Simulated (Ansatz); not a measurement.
LaAl2Ge2 in space group P-3m1 (No. 164; Ge on 2d, Al on 2d, La on 1a), PBE (plane waves, PAW; program Ansatz), all energies at zero smearing, with the estimated change up to a 700 eV cutoff added, with one set of potentials and settings (totals compare only within such a set). Cell of 5 atoms (2 Ge, 2 Al, 1 La): -15917.453 eV.

| element | reference phase | E (eV/atom) |
|---|---|---|
| Ge | Fd-3m, 2 atoms in the cell | -4294.9847 |
| Al | Fm-3m, 1 atoms in the cell | -537.5049 |
| La | P6_3/mmc, 4 atoms in the cell | -6250.0953 |

Formation energy per atom, worked out: (-15917.453 − 2×(-4294.9847) − 2×(-537.5049) − 1×(-6250.0953))/5 = -0.476 eV/atom (-46 kJ per mol of atoms), at 0 K, without zero-point energy or fitted corrections.

The workflow started from an entry of the Crystallography Open Database (COD). Its standing as an ambient phase is unchecked. The cell was relaxed with PBE under the symmetry of its start; whether a distortion lowers the energy is not shown. The references are the lowest solids computed at this level, not always the standard phases. Scalar-relativistic: spin–orbit coupling is off unless named, which matters more the heavier the elements.

Potentials: the later of the program's two PAW sets.
